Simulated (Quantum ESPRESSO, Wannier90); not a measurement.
Wannierisation of YN (rock salt)

```xyz
2
Lattice="0.0000 2.4484 2.4484 2.4484 0.0000 2.4484 2.4484 2.4484 0.0000" Properties=species:S:1:pos:R:3 pbc="T T T"
Y      0.0000     0.0000     0.0000
N      2.4484     2.4484     2.4484
```

Cell from Materials Project (mp-2114), symmetrised, no further relaxation. COD (Crystallography Open Database) has an entry of this formula and space group (matched by these alone). Method: PBEsol plane waves in Quantum ESPRESSO 7.5 (PseudoDojo norm-conserving files, 68 Ry, spinors with spin-orbit coupling), Bloch states on a 8×8×8 mesh through Γ, Wannier90 4.0.1. Density: 12×12×12 mesh, Gaussian smearing 0.01 Ry. The gap is small at this level and was sampled on the meshes and a path alone.

Bands 9-10 form an isolated set from -12.84 to -11.07 eV relative to the valence-band maximum (on the path) and are turned into 2 Wannier functions by minimising the spread from the start: atomic waves N 2s.

Centres (Cartesian, Å; one of the equivalent choices) and spreads:

```json
[
 {"n": "1", "x": "2.448", "y": "2.448", "z": "2.448", "spread (Å²)": "1.212", "nearest atom": "N2"},
 {"n": "2", "x": "2.448", "y": "2.448", "z": "2.448", "spread (Å²)": "1.212", "nearest atom": "N2"}
]
```

Ω_I = 2.42 Å², Ω_total = 2.42 Å²; the interpolated bands follow pw.x to 0.0 meV rms on the path. Only this start was tried; a symmetric start can stop on a saddle, and mixtures of these functions could lower the total by at most Ω_total − Ω_I.
